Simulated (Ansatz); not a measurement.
BaHfO₃ (cubic perovskite, Pm-3m), a = b = c = 4.177 Å, α = β = γ = 90.00°.

Relaxed with r²SCAN.

Task: Tabulate the valence density and the electron localisation function along the shortest Ba–O contact (2.95 Å), DFT-r²SCAN in the program Ansatz with PAW potentials.

Result: 

| distance from Ba (Å) | density (e/Å³) | ELF |
|---|---|---|
| 0.30 | 0.58 | 0.02 |
| 0.44 | 1.03 | 0.30 |
| 0.59 | 1.36 | 0.70 |
| 0.74 | 1.36 | 0.85 |
| 0.89 | 1.07 | 0.88 |
| 1.03 | 0.69 | 0.84 |
| 1.18 | 0.40 | 0.67 |
| 1.33 | 0.23 | 0.30 |
| 1.48 | 0.15 | 0.09 |
| 1.62 | 0.14 | 0.07 |
| 1.77 | 0.18 | 0.21 |
| 1.92 | 0.28 | 0.52 |
| 2.07 | 0.52 | 0.72 |
| 2.22 | 0.99 | 0.80 |
| 2.36 | 2.00 | 0.82 |
| 2.51 | 3.79 | 0.77 |
| 2.66 | 5.80 | 0.59 |

The density is the valence pseudo-density with augmentation charge, so density and ELF within about 1 Å of a nucleus are not all-electron values.

Symmetry was held in the r²SCAN relaxation; phonons on a q-mesh show no instability. The run is not spin-polarised. Scalar-relativistic: spin–orbit coupling is off unless named, which matters more the heavier the elements.

Potentials: the later of the program's two PAW sets.
